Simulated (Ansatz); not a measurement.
AlN:
```yaml
crystal:
  lattice:
    - [3.11361, 0.00000, 0.00000]
    - [-1.55680, 2.69646, 0.00000]
    - [0.00000, 0.00000, 4.98342]
  atoms:
    - { symbol: Al, position: [0.66667, 0.33333, 0.49902] }
    - { symbol: Al, position: [0.33333, 0.66667, 0.99902] }
    - { symbol: N, position: [0.66667, 0.33333, 0.88098] }
    - { symbol: N, position: [0.33333, 0.66667, 0.38098] }
```

Relaxed with PBEsol. Independent-particle spectrum: no excitons, no local fields, no scissors shift; 0.1 eV broadening; ε₁ of the summed bands alone.

Q: Tabulate the dielectric function from PBEsol (plane waves, PAW; program Ansatz).

A: 

| E (eV) | ε₁ xx | ε₂ xx | ε₁ zz | ε₂ zz |
|---|---|---|---|---|
| 0.0 | 4.59 | 0.00 | 4.81 | 0.00 |
| 0.3 | 4.60 | 0.00 | 4.82 | 0.00 |
| 0.6 | 4.61 | 0.00 | 4.83 | 0.00 |
| 0.9 | 4.64 | 0.00 | 4.86 | 0.00 |
| 1.2 | 4.67 | 0.00 | 4.90 | 0.00 |
| 1.5 | 4.71 | 0.00 | 4.95 | 0.00 |
| 1.8 | 4.77 | 0.00 | 5.02 | 0.00 |
| 2.1 | 4.84 | 0.00 | 5.10 | 0.00 |
| 2.4 | 4.93 | 0.00 | 5.21 | 0.00 |
| 2.7 | 5.03 | 0.00 | 5.33 | 0.00 |
| 3.0 | 5.16 | 0.00 | 5.49 | 0.00 |
| 3.3 | 5.32 | 0.00 | 5.68 | 0.00 |
| 3.6 | 5.51 | 0.00 | 5.94 | 0.00 |
| 3.9 | 5.77 | 0.00 | 6.31 | 0.00 |
| 4.2 | 6.19 | 0.01 | 6.88 | 0.34 |
| 4.5 | 6.62 | 0.47 | 7.04 | 0.69 |
| 4.8 | 6.75 | 0.74 | 7.30 | 0.88 |
| 5.1 | 6.99 | 0.90 | 7.71 | 1.03 |
| 5.4 | 7.39 | 1.04 | 8.43 | 1.17 |
| 5.7 | 8.21 | 1.19 | 10.01 | 1.35 |
| 6.0 | 9.22 | 2.79 | 11.99 | 5.45 |
| 6.3 | 9.27 | 4.02 | 10.23 | 8.22 |
| 6.6 | 8.65 | 5.70 | 6.73 | 10.41 |
| 6.9 | 8.77 | 7.17 | 4.17 | 9.36 |
| 7.2 | 6.86 | 7.81 | 4.13 | 8.94 |
| 7.5 | 5.47 | 9.15 | -0.03 | 9.09 |
| 7.8 | 4.00 | 10.08 | -0.41 | 5.55 |
| 8.1 | 0.79 | 8.38 | 0.77 | 4.16 |
| 8.4 | 0.58 | 6.24 | 1.92 | 3.50 |
| 8.7 | 1.25 | 5.94 | 2.79 | 3.87 |
| 9.0 | 0.75 | 5.90 | 3.72 | 4.49 |
| 9.3 | 0.23 | 4.34 | 3.99 | 6.56 |
| 9.6 | 1.58 | 3.69 | 2.01 | 6.62 |
| 9.9 | 2.11 | 4.86 | -0.28 | 6.82 |
| 10.2 | 1.75 | 4.83 | 0.54 | 4.70 |
| 10.5 | 2.84 | 5.64 | 0.49 | 6.28 |
| 10.8 | -0.20 | 6.97 | -0.97 | 4.53 |
| 11.1 | -0.21 | 4.32 | 0.72 | 3.41 |
| 11.4 | 1.48 | 4.90 | 2.75 | 4.68 |
| 11.7 | 0.06 | 6.03 | 0.01 | 7.87 |
| 12.0 | -0.21 | 5.35 | -1.42 | 5.42 |

Q: From ε at 4.6 eV (xx: 6.65 + 0.58i), find n, k, the normal reflectivity and the absorption coefficient.

A: n = 2.58, k = 0.112, R = 20 %, α = 2kE/ħc = 52000 cm⁻¹.

With all bands, ε∞ without local fields is 4.68 (xx = yy), 4.90 (zz). DFPT, with local fields, gives 4.50 (xx = yy), 4.73 (zz).

Space group P6_3mc (wurtzite). The PBEsol relaxation kept the symmetry of its start.

Potentials: the earlier of the program's two PAW sets. The files were generated under PBE; for other functionals the program regenerates the frozen cores, and for LDA and PBEsol the local potential too.
